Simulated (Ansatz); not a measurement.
## One run on GdMg3 (Fm-3m): spiral at q = 0

These are results of DFT, LDA, all-electron LAPW, scalar-relativistic in Ansatz 0.2.0, not measurements.

Command: `ansatz run input.yaml --threads 2 --pin off --max-ram 6144MiB --backend cpu --events-out ev --progress --plain --runs-dir out`

```yaml
crystal:
  lattice:
    - [0.0, 3.655, 3.655]
    - [3.655, 0.0, 3.655]
    - [3.655, 3.655, 0.0]
  atoms:
    - { symbol: Gd, position: [0.0, 0.0, 0.0], spin: 7.0, spin_axis: [1.0, 0.0, 0.0] }
    - { symbol: Mg, position: [0.5, 0.5, 0.5] }
    - { symbol: Mg, position: [0.25, 0.25, 0.25] }
    - { symbol: Mg, position: [0.75, 0.75, 0.75] }
magnetization:
  noncollinear: true
  spin_spiral: { q: [0.0, 0.0, 0.0] }
kpoints:
  mp_grid: { grid: [6, 6, 6] }
scf:
  occupations: { method: fermi_dirac, width: 0.03 }
hamiltonian:
  xc: lda
  pseudopotentials: { kind: all_electron, lapw: { basis_error: 0.001 } }
output:
  eigenvalues: false
```

Log:

```
settings of this run that can trade accuracy for cost: output.eigenvalues: false. Do not mix this run's numbers with those of runs without the same settings; the input reference describes each key
LAPW: plane waves up to 6.463 Å⁻¹, error target 1.0e-3 eV per atom; small_component_spin mean_spin; Mg in spheres of 1.389 Å, 10 of its electrons in bands, Dirac shells []; Gd in spheres of 1.776 Å, 28 of its electrons in bands, Dirac shells [] (how accurate: hamiltonian.pseudopotentials.lapw.basis_error, Limitations)
band count auto-derived: 72 (N_el = 58.0; filled up to band 58; 70 by the electrons, moments and atoms)
Engine: ansatz 0.2.0
Pseudopotentials: kind: all_electron
Pseudopotential: Gd, LAPW, valence charge 28, lapw/all_electron/scalar/gaussian/Gd, Koelling and Harmon's equation, gaussian nucleus
Pseudopotential: Mg, LAPW, valence charge 10, lapw/all_electron/scalar/gaussian/Mg, Koelling and Harmon's equation, gaussian nucleus
Functional definition: SPW92
  exchange = slater_x
  correlation = pw_c
Crystal: 4 atoms, lattice volume = 97.654 Å³
Basis set: ecut = 159.1613124297972 eV, 459 PW (Γ), exchange–correlation at level 2
Bands: 72, of which v1, the nominal top of the filled ones, is band 58 counted from 1 (57 counted from 0)
Symmetry: 48 space group operations
k-points: 16 of 216
Spin spiral: q = (0, 0, 0) of the reciprocal vectors; moments are told in the frame that turns with it, a site's in that at the site
Non-local potential: Gd, projectors of the file, none
Non-local potential: Mg, projectors of the file, none
Initial density: superposition of atomic densities (chi_scale 0.1, normalization cell)
Starting moments: Σ|m| = 7 μB on 1 of 4 sites
Initial wavefunctions: plane waves of lowest kinetic energy (no species holds an atomic orbital)
Functional: x = slater, c = lda
iter 1 solved again at ethr=7.88e-3 eV; its pass at ethr=1.00e-1 eV (dr2=4.57e0 eV) is discarded
SCF iter   1: F=—  HF=-322777.181407 eV  |F-HF|=—  |Δ(HF+E_count)|=         —  Δρ=4.56e-2  dr2=4.57e0  dr2_m=4.66e-1  ethr=7.88e-3  |M|=4.78e0 ∫|m|=4.80e0 μB  β_m=0.30  ⟨swp⟩=2.0  Hψ=7696  notcnv=0
preconditioner: auto → Kerker (q_TF=auto, 2.501 Å⁻¹)  [metal: Δε(μ)=0.001 eV  Ē_g=4.256 eV  σ=0.030 eV  W_gap=0.01  n_scr=26 (ndim 8)  ℏωp=15.0 eV  f_vac=0.000  D(μ)=42.33/eV (n_scr^D=1138)]
[...]
the basis was enlarged: its passes take 1.6 MiB over the memory plan, 2 of 2 planned eigensolver slots
[...]
SCF iter  14: F=—  HF=-322776.140790 eV  |F-HF|=—  |Δ(HF+E_count)|=   3.61e-5  Δρ=4.71e-5  dr2=1.89e-6  dr2_m=4.97e-7  ethr=4.52e-8  |M|=7.12e0 ∫|m|=7.20e0 μB  β_m=0.84  ⟨swp⟩=2.0  Hψ=3402  notcnv=0
SCF iter  15: F=—  HF=-322776.140787 eV  |F-HF|=—  |Δ(HF+E_count)|=   3.03e-6  Δρ=8.51e-6  dr2=4.36e-8  dr2_m=1.62e-8  ethr=3.26e-9  |M|=7.12e0 ∫|m|=7.20e0 μB  β_m=0.84  ⟨swp⟩=2.1  Hψ=3406  notcnv=0
SCF iter  16: F=-322776.140787 eV  HF=-322776.140787 eV  |F-HF|=1.40e-8  |Δ(HF+E_count)|=   6.66e-8  Δρ=1.18e-6  dr2=1.51e-9  dr2_m=3.10e-10  ethr=7.52e-11  |M|=7.12e0 ∫|m|=7.20e0 μB  ⟨swp⟩=2.2  Hψ=3408  notcnv=0
SCF 1 converged in 16 iterations: F = -322776.140787 eV  dr2 = 1.51e-9
WARN: this state was not checked for a lower one beside it: the run's test of it (scf.lower_state_search) could not run behind this SCF: none is made under non-collinear spin (noncollinear)
SCF converged after 16 iterations
Magnetization: |M| = 7.1181 μB,  M = (+7.1181, +0.0000, +0.0000) μB
Absolute magnetization: 7.1955 μB (∫|m|)
  site 0: m = (+7.0798, +0.0000, +0.0000) μB, |m| = 7.0798 μB  (R = 1.78 Å)
  site 1: m = (-0.0188, +0.0000, +0.0000) μB, |m| = 0.0188 μB  (R = 1.39 Å)
  site 2: m = (+0.0059, -0.0000, +0.0000) μB, |m| = 0.0059 μB  (R = 1.39 Å)
  site 3: m = (+0.0059, -0.0000, +0.0000) μB, |m| = 0.0059 μB  (R = 1.39 Å)
Free energy (F): -322776.140787 eV
Harris-Foulkes:  -322776.140787 eV  (|F-HF|=1.40e-8)
Internal energy: -322776.130522 eV  (E = F + TS)
E sigma→0 (E₀):  -322776.135654 eV
Entropy (-TS):   -0.010266 eV (-2.566 meV/atom)
Fermi energy:    8.322873 eV
--- Per-component energies (eV) ---
  E_band       = -2397.860041
  E_kinetic    = 349351.995017
  E_xc         = -7871.843622
  E_electrostatic = -664256.281916  (all electrons and nuclei)
  E_smearing   = -0.010266  (= −TS)
  E_closure    = 0.000000  (closes the sum)
  E_atoms      = -322756.154353  (free atoms, spherical and without spin; not in F)
  Σ components = -322776.140787   (vs F -322776.140787, Δ=0.00e0)
  Basis errors (estimates in eV, not in F): energy 3.2e-4 per atom: plane waves 2.9e-4 (1.6e-4 summed), levels above the bands 3.5e-30, relativity 2.4e-9, radial functions 2.3e-5, core shells 4.1e-7; eigenvalues (radial functions only) 1.9e-6; not estimated: angular momenta, meshes, grids; target (lapw.basis_error) 1.0e-3; muffin-tin radii Mg 1.389 Å, Gd 1.776 Å
settings of this run that can trade accuracy for cost: output.eigenvalues: false. Do not mix this run's numbers with those of runs without the same settings; the input reference describes each key
```

Site moments (μB): Gd1 7.08, Mg2 -0.02, Mg3 0.01, Mg4 0.01. Cell moment 7.12 μB in the turning frame.

Without U a semilocal functional puts the f levels too near the Fermi level, which can change moments and the order of magnetic states; site and cell moments are spin moments. Spin–orbit coupling is left out although heavy atoms are present. In at least one run the program's final test of stability wasn't made or came to no verdict. With open f shells a run can end in a state that isn't the lowest. These are results for the start and cell typed. The real compound can order otherwise, in a larger cell, or not at all, since semilocal functionals at zero temperature often overstate magnetism.

It took 64 s on 2 threads of Arm Neoverse V2, on a shared host, peak memory 0.64 GiB.
